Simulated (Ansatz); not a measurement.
Input:

SnO:
```
CELL_PARAMETERS angstrom
      3.29959     0.00000     0.00000
      0.00000     5.73577     0.00000
      0.00000     0.00000     4.14973
ATOMIC_POSITIONS crystal
  Sn 0.00000 0.22785 0.50999
  Sn 0.50000 0.77215 0.00999
  O  0.00000 0.89907 0.74001
  O  0.50000 0.10093 0.24001
```

This is the r²SCAN+D4-relaxed structure. x, y and z are the axes in which the lattice vectors are written.

Task: All from r²SCAN+D4 (plane waves, PAW; program Ansatz), unless another level is named. Give the smallest direct gap on the standard path.

Result: 2.42 eV.

Task: And the band gap?

Result: 1.71 eV (indirect).

Task: Give the conduction-band minimum.

Result: on the S–Y line, 19 % of the way from S (k = 0.404, -0.500, 0.000 in fractions of the reciprocal vectors) (2 equivalent valleys).

Space group Pmn2_1. The workflow started from a Materials Project entry (that database holds measured and hypothetical structures alike); the Crystallography Open Database copy checked does not list it. It is not the phase usual at ambient conditions (space group No. 129). Symmetry was held in the r²SCAN+D4 relaxation; its stability against distortions is not shown here. Spin–orbit coupling is left out wherever it is not named.

Potentials: the later of the program's two PAW sets.
